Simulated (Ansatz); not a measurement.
SrHfN$_{2}$:
```
SrHfN2
1.0
    1.65998     0.95839     5.86072
   -1.65998     0.95839     5.86072
    0.00000    -1.91678     5.86072
Sr Hf N
1 1 2
Direct
  0.00000   0.00000   0.00000
  0.50000   0.50000   0.50000
  0.23313   0.23313   0.23313
  0.76687   0.76687   0.76687
```

DFT-PBEsol in the program Ansatz with PAW potentials gives a gap of 0.17 eV without spin–orbit coupling, maximum at Γ, minimum at F.

**Question.** What happens when spin–orbit coupling is switched on?

**Answer.** The gap shrinks by 0.05 eV, to 0.12 eV; maximum at Γ, minimum at F.

**Question.** Give the electron effective mass with spin–orbit coupling.

**Answer.** 0.14, 0.15, 1.2 mₑ (principal values).

**Question.** Give the hole effective mass with spin–orbit coupling.

**Answer.** 0.29, 0.29, 0.86 mₑ (principal values).

Space group R-3m. The first step of the workflow began from a Materials Project structure, measured or hypothetical; the Crystallography Open Database copy checked does not list it. Whether it is the stable phase at ambient conditions was not checked. The PBEsol relaxation kept the symmetry of its start; its stability against distortions is not shown here. No spin polarisation was allowed.

Potentials: the later of the program's two PAW sets.
